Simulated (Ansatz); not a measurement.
GaP (rock salt, Fm-3m), plane-wave PAW r²SCAN (Ansatz code), all energies at zero smearing, with the estimated change up to a 700 eV cutoff added, with one set of potentials and settings (totals compare only within such a set). Cell of 2 atoms (1 P, 1 Ga): -4549.494 eV.

| element | reference phase | E (eV/atom) |
|---|---|---|
| P | Cmce, 4 atoms in the cell | -759.1646 |
| Ga | Cmce, 4 atoms in the cell | -3790.2689 |

Formation energy per atom, worked out: (-4549.494 − 1×(-759.1646) − 1×(-3790.2689))/2 = -0.030 eV/atom (-3 kJ per mol of atoms), at 0 K, without zero-point energy or fitted corrections.

The cell is a constructed one: a structure type filled with these elements; neither database checked (COD, Materials Project) lists it. It is not the phase usual at ambient conditions (space group No. 216). The cell was relaxed with r²SCAN under the symmetry of its start; its stability against distortions is not shown here. The references are the lowest solids computed at this level, not always the standard phases. Scalar-relativistic: spin–orbit coupling is off unless named, which matters more the heavier the elements.

Potentials: the later of the program's two PAW sets.
